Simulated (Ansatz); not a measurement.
A geometry of TiAl away from equilibrium: step 12 of the relaxation of a generated cell, TiAl placed in the AFLOW prototype AB_hP4_186_b_b (B4, as in ZnS). Method: PBE (plane waves to 420 eV, PAW, scalar-relativistic; Ansatz, an electronic-structure program). Γ-centred k-mesh 11×11×6 on the run's cell (coarser than for final values), Fermi–Dirac smearing 0.05 eV.

```xyz
4
Lattice="4.4883 0.0000 0.0000 -2.2442 3.8870 0.0000 0.0000 0.0000 5.1433" Properties=species:S:1:pos:R:3:forces:R:3 pbc="T T T" free_energy=-6071.091 pressure_GPa=3.6
Ti     2.2442     1.2957     0.3220    0.0000    0.0000   -0.0001
Ti     0.0000     2.5913     2.8936    0.0000    0.0000   -0.0001
Al     2.2442     1.2957     2.8936    0.0000    0.0000    0.0001
Al     0.0000     2.5913     0.3220    0.0000    0.0000    0.0001
```

Positions in Å, forces in eV/Å, free energy of the cell in eV (comparable only within this code, potentials and settings). Largest force: all forces are below 0.005 eV/Å; the geometry lies 0.02 eV/atom above the end of its relaxation.

No spin polarisation in the result. A magnetic state may lie lower.

The run could not lose the symmetry of its start: the end is stationary, and may be a saddle point rather than a minimum.

The end of the path is a generated cell of TiAl: the first start was made by placing the elements on the sites of a structure type, and the end was not matched to a known phase here, so it may be hypothetical. Known forms of TiAl include space group No. 123.
